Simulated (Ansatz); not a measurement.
The start is a relaxed GaPt cell deformed by the Cartesian strain tensor (xx, yy, zz, yz, xz, xy) = (-0.067, -0.111, 0.093, 0.040, -0.050, 0.050). Cell shape, volume and atoms are optimised at zero target pressure with PBEsol (plane waves to 420 eV, PAW, scalar-relativistic; Ansatz, a quantum-chemistry and plane-wave program). The first steps use a coarse 7×8×6 k-mesh.

Initial structure:
```yaml
crystal:
  lattice:
    - [4.57426, 0.24514, -0.24759]
    - [0.24514, 4.35854, 0.19856]
    - [-0.24759, 0.19856, 5.35870]
  atoms:
    - { symbol: Ga, position: [0.09322, 0.09322, 0.09322] }
    - { symbol: Ga, position: [0.40678, 0.90678, 0.59322] }
    - { symbol: Ga, position: [0.59322, 0.40678, 0.90678] }
    - { symbol: Ga, position: [0.90678, 0.59322, 0.40678] }
    - { symbol: Pt, position: [0.39791, 0.39791, 0.39791] }
    - { symbol: Pt, position: [0.10209, 0.60209, 0.89791] }
    - { symbol: Pt, position: [0.89791, 0.10209, 0.60209] }
    - { symbol: Pt, position: [0.60209, 0.89791, 0.10209] }
```

How large is the pressure on the unrelaxed cell, and of which sign?

+40.3 GPa (positive: the cell is compressed).

By how much does the energy per atom fall from start to end?

0.42 eV/atom.

How does the volume change?

+11.1 %, from 13.26 to 14.73 Å³/atom.

How do the shortest distances between atoms change?

The closest pairs of elements (up to four, under 3.6 Å), start → end: Ga–Pt 2.28 → 2.59 Å; Pt–Pt 2.60 → 3.02 Å; Ga–Ga 2.61 → 3.03 Å.

What band gap does the relaxed structure have at this level?

No gap (metallic).

The end point of the relaxation:

```cif
data_Ga4Pt4
_chemical_formula_sum 'Ga4 Pt4'
_space_group_name_H-M_alt 'P213'
_space_group_IT_number 198
_space_group_name_Hall 'P 2ac 2ab 3'
_cell_length_a 4.90267
_cell_length_b 4.90267
_cell_length_c 4.90267
_cell_angle_alpha 90.000
_cell_angle_beta 90.000
_cell_angle_gamma 90.000
loop_
_atom_site_label
_atom_site_type_symbol
_atom_site_symmetry_multiplicity
_atom_site_Wyckoff_symbol
_atom_site_fract_x
_atom_site_fract_y
_atom_site_fract_z
_atom_site_occupancy
Ga1 Ga 4 a 0.15677 0.15677 0.15677 1
Pt1 Pt 4 a 0.85208 0.85208 0.85208 1
```

Final values are on a 10×10×10 k-mesh of the relaxed cell. No spin polarisation in the result.

The cell that was disturbed is our relaxation of an entry of Materials Project.
